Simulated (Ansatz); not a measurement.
## Data sheet: CdBr₂ (DFT)

CdBr2:
```yaml
crystal:
  lattice:
    - [1.99823, 1.15368, 6.36059]
    - [-1.99823, 1.15368, 6.36059]
    - [0.00000, -2.30736, 6.36059]
  atoms:
    - { symbol: Cd, position: [0.00000, 0.00000, 0.00000] }
    - { symbol: Br, position: [0.74854, 0.74854, 0.74854] }
    - { symbol: Br, position: [0.25146, 0.25146, 0.25146] }
```

Space group R-3m (No. 166); conventional cell a = b = 3.996 Å, c = 19.082 Å, α = β = 90.00°, γ = 120.00°.

Method: r²SCAN+D4 in the plane-wave PAW code Ansatz. Geometry: relaxed at this level of theory. Other levels are named where they apply.

**Cell and energy**

```yaml
volume_per_atom: 29.33 Å³
density: 5.14 g/cm³
Formation energy from the elements (no fitted shifts): -1.06 eV/atom
```

**Electronic structure**

```yaml
band_gap: 3.46 eV (indirect)
valence_band_maximum: on the Γ–S0 line, 52 % of the way from Γ (k = -0.005, 0.177, -0.182 in fractions of the reciprocal vectors)
conduction_band_minimum: at Γ
smallest_direct_gap_on_the_standard_path: 3.61 eV
electron_effective_mass: 0.29, 0.29, 0.31 mₑ (principal values)
Electron effective mass with spin–orbit coupling: 0.29, 0.29, 0.31 mₑ (principal values)
hole_effective_mass: 0.57, 2.2, 10 mₑ (principal values)
Hole effective mass with spin–orbit coupling: 0.74, 0.74, 4.4 mₑ (principal values)
HSE06 gap on the r²SCAN+D4 cell: 4.03 eV
Gap with spin–orbit coupling: 3.35 eV
```

**Mechanics**

```yaml
Bulk modulus (Birch–Murnaghan fit): 15.8 GPa
Pressure derivative B′: 12.0
```

**Charges**

```yaml
bader_charges: Cd +1.09, Br -0.54 e
```

The first step of the workflow began from a Materials Project structure, measured or hypothetical; the Crystallography Open Database files this formula in space group No. 166, but the cells were not matched. Its standing as an ambient phase is unchecked. The cell was relaxed with r²SCAN+D4 under the symmetry of its start; whether a distortion lowers the energy is not shown. The references are the lowest solids computed at this level, not always the standard phases. Scalar-relativistic: spin–orbit coupling is off unless named, which matters more the heavier the elements.

Potentials: the later of the program's two PAW sets.
